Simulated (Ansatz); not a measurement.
Values for one crystal, relaxed and computed with DFT-r²SCAN in the program Ansatz with PAW potentials; other levels are named.

| Item | Result |
|---|---|
| Volume per atom | 23.65 Å³ |
| Electronic character | metallic (no gap) |
| Bulk modulus (Birch–Murnaghan fit) | 77.0 GPa |
| Mechanical stability | unstable (C has a negative eigenvalue) |
| Elastic constants (relaxed ions, GPa) | C11 = 52.8, C12 = 89.6, C44 = -26.9 |
| Pressure derivative B′ | 5.4 |
| Density of states at the Fermi level | 4.2 states/eV per atom (mean over ±0.08 eV) |

Q: Pick the material that matches.
(A) Mg, diamond
(B) Os, diamond
(C) Pd, diamond
(D) Sn, diamond

A: C, Pd, diamond

Space group Fd-3m (diamond). The start of the workflow was typed in or built on a structure type; neither database checked (COD, Materials Project) lists it. It is not the phase usual at ambient conditions (space group No. 225). Symmetry was held in the r²SCAN relaxation. The run is not spin-polarised. As this level gives no gap, shear constants depend on the k-mesh and smearing (Fermi–Dirac, 0.1 eV here). Scalar-relativistic: spin–orbit coupling is off unless named, which matters more the heavier the elements.

Potentials: the earlier of the program's two PAW sets.
